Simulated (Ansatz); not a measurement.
How much do the gradients of CaIn2As2 depend on the method?

Cell: a structure deposited in the COD, ions relaxed with PBE at fixed cell.

Space group P6_3/mmc (No. 194); a = 4.1482, c = 17.7260 Å, γ = 120.00°.

| site | Wyckoff | site symmetry | x | y | z |
| --- | --- | --- | --- | --- | --- |
| Ca | 2a | -3m. | 0.0000 | 0.0000 | 0.0000 |
| In | 4f | 3m. | 0.3333 | 0.6667 | 0.1713 |
| As | 4f | 3m. | 0.3333 | 0.6667 | 0.6013 |

One atom of each set is listed.

First run. Method: Kohn–Sham DFT in Ansatz, PBE, plane waves and PAW, scalar-relativistic, 420 eV cutoff, Γ-centred 9×9×2 k-points, Fermi–Dirac smearing 0.05 eV.

| site | V_zz (10²¹ V/m²) | η |
| --- | --- | --- |
| Ca | 0.47 | 0.00 |
| In | -9.18 | 0.00 |
| As | -4.42 | 0.00 |

Second run. The same atoms and settings, except that the functional is r2SCAN and the cutoff is 500 eV.

Question: What does the second run give?

Answer: 

```json
{"site": "Ca", "V_zz": "0.47", "η": "0.00", "change of V_zz": "0.00"}
{"site": "In", "V_zz": "-10.45", "η": "0.00", "change of V_zz": "-1.27"}
{"site": "As", "V_zz": "-4.66", "η": "0.00", "change of V_zz": "-0.24"}
```

The largest change of V_zz is on In, from -9.18 to -10.45. In per cent, |V_zz| changes by +14 on In, +6 on As (all sites that start above 2). The first run finds no gap above 0.1 eV, the second does.

Without spin–orbit coupling (the program notes it for In) the gradients can shift somewhat, as the gap is small.
For the first run: The run finds no gap above 0.1 eV (a metal, or nearly one), so the gradients can move by 10 % or more with the k-mesh.
For the second run: With a gap of 0.5 eV on this mesh, small gradients can still move by 0.1 × 10²¹ V/m² or more as the k-mesh gets denser.
